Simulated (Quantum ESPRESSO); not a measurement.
Space group Fm-3m (No. 225); a = b = c = 6.356 Å, α = β = γ = 90.00°

```
atom  site  symmetry       x       y       z
----  ----  --------  ------  ------  ------
Na      4a      m-3m  0.0000  0.0000  0.0000
I       4b      m-3m  0.5000  0.5000  0.5000
```
(The calculation used a cell of 2 atoms; values per cell refer to that cell.)

The PBEsol cell relaxed from Materials Project entry mp-23268 was given an isotropic strain of -0.7 % on all lattice vectors, and the atoms were relaxed again.

### Question
What does norm-conserving PBEsol (Quantum ESPRESSO, 88 Ry, no spin-orbit coupling) give for the electronic structure near the Fermi level?

### Answer
The PBEsol gap is direct, 3.65 eV at Γ. Without spin-orbit coupling, band edges of such heavy elements can be off by tenths of an eV.
